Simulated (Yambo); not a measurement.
```
CELL_PARAMETERS angstrom
      2.63591    -2.38738     0.00000
      2.63591     2.38738     0.00000
      0.00000     0.00000     6.58717
ATOMIC_POSITIONS crystal
  C  0.00000 0.00000 0.00000
  C  0.50000 0.50000 0.50000
  O  0.80651 0.19349 0.89184
  O  0.19349 0.80651 0.10816
  O  0.69349 0.30651 0.39184
  O  0.30651 0.69349 0.60816
```

Response from Yambo on PBEsol (Quantum ESPRESSO, PseudoDojo norm-conserving, 84 Ry, scalar-relativistic) bands: 8×8×4 mesh, 64 bands, 3 Ry local-field block, 0.2 eV broadening.

### Question
Give the static electronic dielectric constant without and with local fields along each axis.

### Answer
```
field along  ε(0), independent particles  ε(0), RPA with local fields  refractive index √ε
-----------  ---------------------------  ---------------------------  -------------------
x                                   1.86                         1.70                 1.31
y                                   3.08                         2.18                 1.48
z                                   2.58                         2.01                 1.42
```
Electronic (clamped-ion) response only. PBEsol gaps are usually too small, which raises these values. Convergence of the RPA response with its 8×8×4 mesh was not tested. x, y and z are Cartesian axes of the cell as given.

Geometry of the Materials Project entry, not relaxed at this level.

The structure is a Materials Project entry; no match was found in the copy of COD used, and its stability was not checked.

The distance between layers or molecules is the database entry's, not relaxed here. Functionals without dispersion can leave it too large, which widens gaps and weakens the response across layers: the numbers belong to this cell.
